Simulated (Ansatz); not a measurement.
MoPt2 (MoSi2 or CaC2 type, I4/mmm) under volume change, plane-wave PAW PBEsol (Ansatz code), shape and atoms relaxed at each volume.

| V (Å³/atom) | E − E(relaxed) (meV/atom) | P (GPa) |
|---|---|---|
| 13.852 | 135.0 | 34.62 |
| 14.309 | 56.3 | 20.99 |
| 14.765 | 13.2 | 9.56 |
| 15.222 | 0.0 | 0.01 |
| 15.679 | 11.7 | -7.98 |
| 16.135 | 44.2 | -14.64 |
| 16.592 | 94.1 | -20.16 |

What does a third-order Birch–Murnaghan fit give for V₀, B₀ and B′?

V₀ = 15.22 Å³/atom, B₀ = 290 GPa, B′ = 5.0.

The cell is a constructed one: a structure type filled with these elements; neither database checked (COD, Materials Project) lists it. COD files the formula under space group No. 71. Whether it is the stable phase at ambient conditions was not checked. The PBEsol relaxation kept the symmetry of its start; its stability against distortions is not shown here. The run is not spin-polarised. Spin–orbit coupling is left out wherever it is not named.

Potentials: the earlier of the program's two PAW sets. The files were generated under PBE; for other functionals the program regenerates the frozen cores, and for LDA and PBEsol the local potential too.
